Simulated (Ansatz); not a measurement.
**Relaxing ruthenium (simple cubic)**

Level of theory: DFT, r2SCAN, plane waves (500 eV) with PAW, scalar-relativistic in Ansatz. The PAW files were generated under PBE, with cores re-solved for the functional.

k-point mesh 13×13×13, Fermi-Dirac smearing 0.05 eV, starting moments 1.00 μB. Cell and atoms relax.

Starting structure:

```
Ru
1.0
     2.44628    0.00000    0.00000
     0.00000    2.44628    0.00000
     0.00000    0.00000    2.44628
Ru
1
Direct
  0.00000 0.00000 0.00000
```

Task: What cell does the relaxation end in?

Result: Pm-3m with a = 2.490 Å; 15.45 Å³ per atom against 14.64 at the start (5.5 %).

Task: How much energy does the relaxation gain?

Result: 35.3 meV per atom.

Path of the relaxation (the plane waves are chosen anew near the end, which can shift the energy a little):

```csv
step,E − E(final) (meV/atom),V (Å³/atom),P (GPa),max force (eV/Å)
0,35.34,14.639,14.72,0.000
1,7.84,15.833,-5.60,0.000
2,0.77,15.485,-0.57,0.000
3,0.67,15.446,0.03,0.000
4,0.00,15.446,0.04,0.000
```

Task: Which magnetic state does it end in?

Result: non-magnetic.
